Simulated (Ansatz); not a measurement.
Given:

Sr₃P₄:
Space group Fdd2 (No. 43); a = 14.127 Å, b = 17.185 Å, c = 5.783 Å, α = β = γ = 90.00°

```csv
atom,site,symmetry,x,y,z
Sr,16b,1,0.0020,0.3319,0.2489
Sr,8a,..2,0.0000,0.0000,0.2550
P,16b,1,0.1685,0.2510,0.0019
P,16b,1,0.1596,0.0781,0.5083
```
(The calculation used a cell of 14 atoms; values per cell refer to that cell.)

This is the PBEsol-relaxed structure.

Problem. All from PBEsol (plane waves, PAW; program Ansatz), unless another level is named. Give the electron effective mass.

Solution. 0.38, 1.2, 1.8 mₑ (principal values).

Problem. Next, the HSE06 gap on the PBEsol cell?

Solution. 1.47 eV.

Problem. And the weight of the valence-edge state by species (Voronoi cells)?

Solution. P 83 %, Sr 17 %.

The first step of the workflow began from a Materials Project structure, measured or hypothetical; the Crystallography Open Database files this formula in space group No. 43, but the cells were not matched. Whether it is the stable phase at ambient conditions was not checked. The PBEsol relaxation kept the symmetry of its start; whether a distortion lowers the energy is not shown. Spin–orbit coupling is left out wherever it is not named.

Potentials: the later of the program's two PAW sets.
